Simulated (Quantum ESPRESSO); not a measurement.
# In3MgSP3: input and log of a self-consistent run

A calculation, not a measurement. The program is pw.x of Quantum ESPRESSO 7.5 (plane-wave density functional theory). The cell is made up: 8 atoms on a zincblende/diamond lattice, with randomly drawn elements, strain and displacements, not relaxed. PseudoDojo standard norm-conserving files (v0.5 for PBE, v0.4.1 for LDA and PBEsol) set the functional; there is no spin polarisation, spin-orbit coupling or dispersion term, and the masses in the input are unused placeholders.

Input:

```
&control calculation='scf', pseudo_dir='./dojo.nc.sr.pbe.v0_5.standard.upf', outdir='./o', disk_io='medium', tprnfor=.true., tstress=.true. /
&system ibrav=0, nat=8, ntyp=4, nbnd=41, ecutwfc=84.00895049, nosym=.true., tot_charge=0,
 occupations='smearing', smearing='fd', degauss=0.0018374661
/
&electrons conv_thr=7.350e-09, electron_maxstep=60, /
ATOMIC_SPECIES
In 1.0 In.upf
Mg 1.0 Mg.upf
P 1.0 P.upf
S 1.0 S.upf
CELL_PARAMETERS angstrom
5.9972 0.0833 -0.0583
0.0833 6.039 0.07
-0.0583 0.07 5.9562
ATOMIC_POSITIONS angstrom
In -0.0716 0.0508 0.0459
Mg -0.0138 3.2141 2.9528
In 2.8807 0.0977 3.012
In 3.1291 2.9511 0.0249
S 1.3972 1.6279 1.3649
P 1.4434 4.5504 4.4334
P 4.5209 1.7482 4.5227
P 4.5952 4.5697 1.6014
K_POINTS automatic
4 4 4 1 1 1
```

The log is shortened where brackets say so; the opening notice, blank lines, dates and the lines on written files are dropped, and the path of the files is cut. It prints rydbergs, bohrs and kilobars, and counts compression as positive stress.

```
     Program PWSCF v.7.5
     Parallel version (MPI & OpenMP), running on       1 processor cores
     Number of MPI processes:                 1
     Threads/MPI process:                     1
     [start-up lines left out]
     bravais-lattice index     =            0
     lattice parameter (alat)  =      11.3347  a.u.
     unit-cell volume          =    1455.1050 (a.u.)^3
     number of atoms/cell      =            8
     number of atomic types    =            4
     number of electrons       =        70.00
     number of Kohn-Sham states=           41
     kinetic-energy cutoff     =      84.0090  Ry
     charge density cutoff     =     336.0358  Ry
     scf convergence threshold =      7.3E-09
     mixing beta               =       0.7000
     number of iterations used =            8  plain     mixing
     Exchange-correlation= PBE
                           (   1   4   3   4   0   0   0)
     [axes and pseudopotential details left out]
   Cartesian axes
     site n.     atom                  positions (alat units)
         1        In     tau(   1) = (  -0.0119372   0.0084694   0.0076525  )
         2        Mg     tau(   2) = (  -0.0023007   0.5358564   0.4922924  )
         3        In     tau(   3) = (   0.4802718   0.0162886   0.5021622  )
         4        In     tau(   4) = (   0.5216852   0.4920089   0.0041513  )
         5        S      tau(   5) = (   0.2329419   0.2714043   0.2275568  )
         6        P      tau(   6) = (   0.2406444   0.7586451   0.7391388  )
         7        P      tau(   7) = (   0.7537268   0.2914608   0.7540269  )
         8        P      tau(   8) = (   0.7661141   0.7618628   0.2669862  )
     number of k points=    32  Fermi-Dirac smearing, width (Ry)=  0.0018
                       cart. coord. in units 2pi/alat
        k(    1) = (   0.1245593   0.1209777   0.1256760), wk =   0.0625000
        k(    2) = (   0.1270483   0.1180245   0.3774921), wk =   0.0625000
     [further k points left out]
     Dense  grid:   151353 G-vectors     FFT dimensions: (  72,  72,  72)
     Estimated max dynamical RAM per process >     206.56 MB
     Initial potential from superposition of free atoms
     starting charge      69.9871, renormalised to      70.0000
     Starting wfcs are   48 randomized atomic wfcs
     total cpu time spent up to now is       30.1 secs
     per-process dynamical memory:   158.0 Mb
     Self-consistent Calculation
     iteration #  1     ecut=    84.01 Ry     beta= 0.70
     Davidson diagonalization with overlap
     ethr =  1.00E-02,  avg # of iterations =  4.0
     Threshold (ethr) on eigenvalues was too large:
     Diagonalizing with lowered threshold
     Davidson diagonalization with overlap
     ethr =  7.40E-04,  avg # of iterations =  2.0
     total cpu time spent up to now is      179.4 secs
     total energy              =    -581.05507707 Ry
     estimated scf accuracy    <       0.52165712 Ry
     iteration #  2     ecut=    84.01 Ry     beta= 0.70
     Davidson diagonalization with overlap
     ethr =  7.45E-04,  avg # of iterations =  3.1
     total cpu time spent up to now is      235.2 secs
     total energy              =    -581.18741433 Ry
     estimated scf accuracy    <       0.29468599 Ry
     iteration #  3     ecut=    84.01 Ry     beta= 0.70
     Davidson diagonalization with overlap
     ethr =  4.21E-04,  avg # of iterations =  2.0
     total cpu time spent up to now is      281.4 secs
     total energy              =    -581.24750927 Ry
     estimated scf accuracy    <       0.01584008 Ry
     iteration #  4     ecut=    84.01 Ry     beta= 0.70
     Davidson diagonalization with overlap
     ethr =  2.26E-05,  avg # of iterations =  8.2
     total cpu time spent up to now is      341.7 secs
     total energy              =    -581.25192345 Ry
     estimated scf accuracy    <       0.00207707 Ry
     iteration #  5     ecut=    84.01 Ry     beta= 0.70
     Davidson diagonalization with overlap
     ethr =  2.97E-06,  avg # of iterations =  5.3
     total cpu time spent up to now is      406.4 secs
     total energy              =    -581.25234602 Ry
     estimated scf accuracy    <       0.00068333 Ry
     iteration #  6     ecut=    84.01 Ry     beta= 0.70
     Davidson diagonalization with overlap
     ethr =  9.76E-07,  avg # of iterations =  2.0
     total cpu time spent up to now is      458.7 secs
     total energy              =    -581.25245638 Ry
     estimated scf accuracy    <       0.00003913 Ry
     iteration #  7     ecut=    84.01 Ry     beta= 0.70
     Davidson diagonalization with overlap
     ethr =  5.59E-08,  avg # of iterations =  4.0
     total cpu time spent up to now is      523.2 secs
     total energy              =    -581.25246734 Ry
     estimated scf accuracy    <       0.00000607 Ry
     iteration #  8     ecut=    84.01 Ry     beta= 0.70
     Davidson diagonalization with overlap
     ethr =  8.68E-09,  avg # of iterations =  2.4
     total cpu time spent up to now is      569.6 secs
     total energy              =    -581.25246882 Ry
     estimated scf accuracy    <       0.00000081 Ry
     iteration #  9     ecut=    84.01 Ry     beta= 0.70
     Davidson diagonalization with overlap
     ethr =  1.15E-09,  avg # of iterations =  3.7
     total cpu time spent up to now is      628.4 secs
     total energy              =    -581.25246910 Ry
     estimated scf accuracy    <       0.00000011 Ry
     iteration # 10     ecut=    84.01 Ry     beta= 0.70
     Davidson diagonalization with overlap
     ethr =  1.60E-10,  avg # of iterations =  3.4
     total cpu time spent up to now is      685.3 secs
     total energy              =    -581.25246913 Ry
     estimated scf accuracy    <       0.00000005 Ry
     iteration # 11     ecut=    84.01 Ry     beta= 0.70
     Davidson diagonalization with overlap
     ethr =  6.50E-11,  avg # of iterations =  2.0
     total cpu time spent up to now is      721.2 secs
     End of self-consistent calculation
     [lines on levels left out]
!    total energy              =    -581.25246914 Ry
     estimated scf accuracy    <          2.1E-09 Ry
     smearing contrib. (-TS)   =      -0.00000000 Ry
     internal energy E=F+TS    =    -581.25246914 Ry
     The total energy is F=E-TS. E is the sum of the following terms:
     one-electron contribution =    -269.85297506 Ry
     hartree contribution      =     168.11368318 Ry
     xc contribution           =    -154.61645117 Ry
     ewald contribution        =    -324.89672610 Ry
     convergence has been achieved in  11 iterations
     Forces acting on atoms (cartesian axes, Ry/au):
     atom    1 type  1   force =    -0.00225615   -0.05387264   -0.02028950
     atom    2 type  2   force =     0.02892842   -0.05042829    0.03814571
     atom    3 type  1   force =     0.02685080   -0.01009481    0.01181956
     atom    4 type  1   force =    -0.01612627    0.06526687    0.00201090
     atom    5 type  4   force =     0.01130868    0.00071481    0.03719669
     atom    6 type  3   force =     0.01168921    0.01982959    0.03585325
     atom    7 type  3   force =     0.00079428   -0.02317692   -0.06029679
     atom    8 type  3   force =    -0.06118897    0.05176137   -0.04443983
     Total force =     0.171870     Total SCF correction =     0.000107
     Computing stress (Cartesian axis) and pressure
          total   stress  (Ry/bohr**3)                   (kbar)     P=       -7.85
  -0.00003158  -0.00010705   0.00009106           -4.65      -15.75       13.40
  -0.00010705  -0.00009623  -0.00009114          -15.75      -14.16      -13.41
   0.00009106  -0.00009114  -0.00003228           13.40      -13.41       -4.75
     init_run     :     29.48s CPU     29.92s WALL (       1 calls)
     electrons    :    673.82s CPU    691.09s WALL (       1 calls)
     forces       :      4.85s CPU      4.91s WALL (       1 calls)
     stress       :     19.61s CPU     19.78s WALL (       1 calls)
     [timing details left out]
     PWSCF        :  12m 8.02s CPU  12m26.22s WALL
     JOB DONE.
```

In other units: free energy -7908.343 eV for the cell, pressure -0.79 GPa, largest force component 1.678 eV/Å. A rerun of a related cell, with the same atoms placed differently, at 1437 eV and a 6 x 6 x 6 mesh moved values by no more than 0.005 eV in energy, 0.02 GPa in stress and 0.007 eV/Å in force.